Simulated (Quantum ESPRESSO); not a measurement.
# Na in KF: quadrupolar couplings

Host, cell and atoms relaxed with PBE and no dispersion term (field gradients by PBE PAW (JTH datasets; density from pw.x of a modified build of Quantum ESPRESSO, gradients reconstructed from it by a script), 22.5 Ha, k-mesh 4×4×4 through Γ):

```csv
site,site symmetry,Vzz (a.u.),η_Q,∣C_Q∣ (MHz)
"K (atoms 1, 3, 5, 7)",m-3m,0,–,0 (³⁹K)
"F (atoms 2, 4, 6, 8)",m-3m,0,–,–
```

Its cell: a = b = c = 5.4303 Å, α = β = γ = 90.00°.

Changed cell (atom 1 is the new one; 30 Ha, k-mesh 4×4×4 through Γ):

```xyz
8
Lattice="5.2781 0.0000 0.0000 0.0000 5.2781 0.0000 0.0000 0.0000 5.2781" Properties=species:S:1:pos:R:3 pbc="T T T"
Na     0.0000     0.0000     0.0000
F      2.6391     0.0000     0.0000
K      0.0000     2.6391     2.6391
F      2.6391     2.6391     2.6391
K      2.6391     0.0000     2.6391
F      0.0000     0.0000     2.6391
K      2.6391     2.6391     0.0000
F      0.0000     2.6391     0.0000
```
The cell was made here from a computed Materials Project entry: one of 4 K replaced by Na, cell and atoms relaxed (PBE without dispersion, pw.x of Quantum ESPRESSO, symmetry kept). The parent is KF in Fm-3m. The swapped cell is a model, not a known phase. Stability against distortions was not tested.

Quadrupole moments taken as inputs (sizes, barn, from the tables of PySCF and pymatgen): ³⁹K 0.0585, ²³Na 0.104.

Convention: |Vzz| is the largest principal value, η_Q = (Vxx − Vyy)/Vzz, |C_Q| = |eQVzz/h|. Cores are frozen. Against all-electron runs on small test molecules, this scheme's |Vzz| missed by −6 to +4 % (−29 % in KF) on F.

### Question
What do the sites of the changed cell show?

### Answer
```tsv
site	distance to atom 1 (Å)	Vzz (a.u.)	η_Q	∣C_Q∣ (MHz)
Na (atom 1)	–	0	–	0
F1 (atoms 2, 6, 8)	2.64	0.268	0.00	–
K (atoms 3, 5, 7)	3.73	under 0.02	–	under 0.27
F2 (atom 4)	4.57	0	–	–
```
The swap repeats in every cell, so this is an ordered compound and not a dilute impurity.
